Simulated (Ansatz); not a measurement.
One crystal and one scan (scan of one atom of the cell) at two levels, PBE-D3(BJ) (plane waves to 420 eV, PAW, scalar-relativistic; Ansatz, a quantum-chemistry and plane-wave program) and r2SCAN+rVV10 (plane waves to 500 eV, PAW, scalar-relativistic; Ansatz), each from its own relaxed cell and on its own mesh.

The crystal is Sb (A7 type, space group R-3m); one Sb atom of a 2-atom cell moves by s along Cartesian x, with its periodic images.

The energy includes the smearing's −TS. Sb was relaxed with its symmetry unable to fall. Spin-orbit coupling is left out, though Sb is heavy. With partly filled bands, energies and forces of such displacements shift with the k mesh and the smearing.

| quantity | run 1 | run 2 |
|---|---|---|
| Lattice constant a (Å) | 4.321 | 4.328 |
| Lattice constant c (Å) | 11.04 | 11.34 |
| Relaxed volume (Å³/atom) | 29.76 | 30.67 |
| Force constant k = d²E/ds² at s = 0 (finite differences) (eV/Å²) | 1.78 | 2.43 |

### Question
Which run is which level?

### Answer
Run 1 is PBE-D3(BJ), run 2 is r2SCAN+rVV10. PBE-D3(BJ) gives the lower value for: lattice constant c; relaxed volume; force constant k = d²E/ds² at s = 0. They agree on: lattice constant a (within 0.2 %). Both give the same shape of the curve: a single well with its minimum at or next to zero displacement.

(For displaced atoms, the force is minus the slope of the energy, and its curvature is a force constant, which sets phonon frequencies.)
